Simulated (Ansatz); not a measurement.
# La2Fe2Si2C: La vacancy

Level of theory: PBEsol, no spin polarisation, scalar-relativistic; Ansatz, plane waves to 420 eV (PAW set soft_2), k-mesh 4×3×3 shifted by half a step.

The relaxed host crystal (no gap at this level of theory):

```
C Fe La Si
1.0
     5.41111   -1.99374   -0.06585
     5.41111    1.99374   -0.06585
    -4.30149    0.00000    5.59238
C Fe La Si
1 2 2 2
Direct
  0.00000 0.00000 0.00000
  0.80817 0.80817 0.91872
  0.19183 0.19183 0.08128
  0.44163 0.44163 0.69683
  0.55837 0.55837 0.30317
  0.81489 0.81489 0.24699
  0.18511 0.18511 0.75301
```

Supercell of 21 atoms, rows of the matrix [[0,0,-1],[1,-2,0],[-2,1,0]] times the cell vectors; La vacancy at (0.442, 0.442, 0.697) in fractions of the cell above. Atoms are relaxed at the host's cell, from a start shaken by 0.05 Å near the defect. The cell loses 1 of its 6 La, so this is a heavily defective crystal.

Distances from the empty La site (Å), by shell of the perfect crystal:

```
shell  perfect crystal  relaxed, charge 0
  2 C             2.70               2.72
```

| charge | gap of the cell on the mesh (eV) |
| --- | --- |
| 0 | 0.00 |

Formation energy of the neutral defect: 4.42 eV, taking atoms from and to the elements' standard states (no corrections for gases), so it belongs to those chemical potentials alone.

Caveats: a metal with Cr, Mn, Fe, Co or Ni was run without spin, and may be magnetic; small supercell, so energies and levels can be off by tenths of an eV; one random start near the defect, so other minima are possible.
